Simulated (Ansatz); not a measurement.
Ba₂H₆Os:
Space group Fm-3m (No. 225); a = b = c = 8.0564 Å, α = β = γ = 90.00°

```json
[
 {"atom": "Ba", "site": "8c", "symmetry": "-43m", "x": "0.2500", "y": "0.2500", "z": "0.2500"},
 {"atom": "H", "site": "24e", "symmetry": "4m.m", "x": "0.0000", "y": "0.0000", "z": "0.2150"},
 {"atom": "Os", "site": "4a", "symmetry": "m-3m", "x": "0.0000", "y": "0.0000", "z": "0.0000"}
]
```
(The calculation used a cell of 9 atoms; values per cell refer to that cell.)

Relaxed with r²SCAN.

Question: Tabulate the valence density and the electron localisation function along the shortest H–Os contact (1.73 Å), plane-wave PAW r²SCAN (Ansatz code).

Answer: 

| distance from H (Å) | density (e/Å³) | ELF |
|---|---|---|
| 0.17 | 1.57 | 0.99 |
| 0.26 | 1.26 | 0.98 |
| 0.35 | 1.03 | 0.96 |
| 0.43 | 0.86 | 0.86 |
| 0.52 | 0.76 | 0.64 |
| 0.61 | 0.71 | 0.38 |
| 0.69 | 0.73 | 0.21 |
| 0.78 | 0.85 | 0.17 |
| 0.87 | 1.16 | 0.20 |
| 0.95 | 1.75 | 0.29 |
| 1.04 | 2.66 | 0.41 |
| 1.13 | 3.85 | 0.52 |
| 1.21 | 5.18 | 0.59 |
| 1.30 | 6.41 | 0.61 |
| 1.39 | 7.31 | 0.57 |
| 1.47 | 7.77 | 0.48 |
| 1.56 | 7.84 | 0.36 |

The density is the valence pseudo-density with augmentation charge, so density and ELF within about 1 Å of a nucleus are not all-electron values.

The first step of the workflow began from a Materials Project structure, measured or hypothetical; the Crystallography Open Database copy checked does not list it. Its standing as an ambient phase is unchecked. The r²SCAN relaxation kept the symmetry of its start; whether a distortion lowers the energy is not shown. No spin polarisation was allowed. Spin–orbit coupling is left out wherever it is not named.

Potentials: the later of the program's two PAW sets.
